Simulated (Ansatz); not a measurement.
The start is a relaxed WC cell, doubled along one cell vector, shaken by Gaussian noise of σ = 0.08 Å a coordinate. The structure is fully relaxed (lattice and positions, P = 0) with r2SCAN (plane waves to 500 eV, PAW, scalar-relativistic; Ansatz, a program for electronic structure). The first steps use a coarse 8×4×8 k-mesh.

Initial structure:
```yaml
crystal:
  lattice:
    - [2.71476, 0.00000, 0.00000]
    - [0.00000, 5.42952, 0.00000]
    - [0.00000, 0.00000, 2.71476]
  atoms:
    - { symbol: W, position: [0.98066, 0.00395, 0.95183] }
    - { symbol: W, position: [0.01981, 0.48389, 0.02372] }
    - { symbol: C, position: [0.50684, 0.24971, 0.47735] }
    - { symbol: C, position: [0.52111, 0.76721, 0.54803] }
```

Task: How large is the pressure on the unrelaxed cell, and of which sign?

Result: +8 GPa (positive: the cell is compressed).

Task: What is the largest force in the starting geometry, and on which atom (counted from 1)?

Result: About 2.5 eV/Å, on W2 (atoms numbered as listed).

Task: How much energy is released per atom?

Result: 1.04 eV/atom.

Task: How does the volume change?

Result: +4.1 %, from 10.00 to 10.42 Å³/atom.

Task: How do the shortest distances between atoms change?

Result: The closest pairs of elements (up to four, under 3.6 Å), start → end: C–W 2.10 → 2.20 Å; W–W 2.62 → 2.84 Å; C–C 2.63 → 2.84 Å.

Task: Is the relaxed structure metallic? Give its gap.

Result: No gap (metallic).

Task: Give the final cell and atomic positions.

Result: 
```cif
data_CW
_chemical_formula_sum 'W1 C1'
_space_group_name_H-M_alt 'P-6m2'
_space_group_IT_number 187
_space_group_name_Hall 'P -6 2'
_cell_length_a 2.91218
_cell_length_b 2.91218
_cell_length_c 2.83624
_cell_angle_alpha 90.000
_cell_angle_beta 90.000
_cell_angle_gamma 120.000
loop_
_atom_site_label
_atom_site_type_symbol
_atom_site_symmetry_multiplicity
_atom_site_Wyckoff_symbol
_atom_site_fract_x
_atom_site_fract_y
_atom_site_fract_z
_atom_site_occupancy
W1 W 1 c 0.33333 0.66667 0.00000 1
C1 C 1 f 0.66667 0.33333 0.50000 1
```

Final values are on a 18×18×16 k-mesh of the relaxed cell. No spin polarisation in the result.

Of the parent cell (Pm-3m (No. 221)): it is a generated cell of WC: the first start was made by placing the elements on the sites of a structure type, and the end was not matched to a known phase here, so it may be hypothetical. Known forms of WC include space group No. 187.
